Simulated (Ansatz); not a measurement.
**CaSi (CrB-type structure)**

Method: PBEsol, scalar-relativistic; no spin polarisation; PAW, 420 eV, 8×8×8 k-mesh, Gaussian smearing of 0.05 eV; code Ansatz. The datasets are Ansatz's generated set soft_2.

```
Ca Si
1.0
     2.23630   -5.32663    0.00000
     2.23630    5.32663    0.00000
     0.00000    0.00000    3.86462
Ca Si
2 2
Direct
  0.86059 0.13941 0.25000
  0.13941 0.86059 0.75000
  0.56920 0.43080 0.25000
  0.43080 0.56920 0.75000
```

The start was a prototype's sites filled with these elements; the Crystallography Open Database holds the compound in this structure.

Cell and atoms are those of this level's equilibrium.

The cell has space group Cmcm (read at 0.01 Å). In it the stress is 0.02, -0.01, -0.01, 0.00, 0.00, 0.00 GPa and the largest force component 0.001 eV/Å. Each change below starts from this cell, without further relaxation. Stress is in GPa, positive in compression, in the order xx, yy, zz, yz, xz, xy; energies are counted from the cell above and are free energies with the smearing's entropy, which match forces and stress in a metal.

Problem. What happens when atom 4 (Si) is moved by 0.12 Å along x?

Solution. The energy changes by 27.6 meV per cell, and the force on it along the shift is -0.465 eV/Å (−F/u = 3.88 eV/Å²). Stress: 0.21, -0.03, 0.12, 0.00, 0.00, -0.11.
```tsv
atom	Fx (eV/Å)	Fy	Fz
Ca1	0.336	0.008	0.000
Ca2	0.124	-0.010	0.000
Si3	0.005	0.038	0.000
Si4	-0.465	-0.036	0.000
```
In a harmonic crystal the energy would rise by −½F·u = ½ × 3.88 × 0.12² eV = 27.9 meV, which matches.

Problem. A single strain component, atoms carried along, gave the stress -0.98, -0.30, -0.30, 0.00, 0.00, 0.00. Which component, and about how large?

Solution. An engineering strain of 1 % in xx; the energy changes by 2.8 meV per cell. The relaxed cell is 5 % smaller in volume than the cell of this structure in the Crystallography Open Database (24.22 Å³/atom, 1950).
